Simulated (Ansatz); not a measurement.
A geometry of Bi₂Te₃ away from equilibrium: the start of the relaxation of a relaxed Bi2Te3 cell squeezed uniformly to 70 % of its volume. All values below come from PBE (plane waves to 420 eV, PAW, scalar-relativistic; Ansatz, a program for electronic structure). Γ-centred k-mesh 7×7×7 on the run's cell (coarser than for final values), Fermi–Dirac smearing 0.05 eV.

```xyz
5
Lattice="1.9752 1.1404 9.4788 -1.9752 1.1404 9.4788 0.0000 -2.2808 9.4788" Properties=species:S:1:pos:R:3:forces:R:3 pbc="T T T" free_energy=-45735.498 pressure_GPa=35.0
Bi     0.0000     0.0000    11.3024    0.0000    0.0000   -1.3094
Bi     0.0000     0.0000    17.1340    0.0000    0.0000    1.3094
Te     0.0000     0.0000     0.0000    0.0000    0.0000    0.0000
Te     0.0000     0.0000     6.1295    0.0000    0.0000   -4.0272
Te     0.0000     0.0000    22.3068    0.0000    0.0000    4.0272
```

Positions in Å, forces in eV/Å, free energy of the cell in eV (comparable only within this code, potentials and settings). Largest force: 4.03 eV/Å, on Te4, Te5 (atoms numbered as listed); the geometry lies 0.87 eV/atom above the end of its relaxation.

No spin polarisation in the result.

The run could not lose the symmetry of its start.
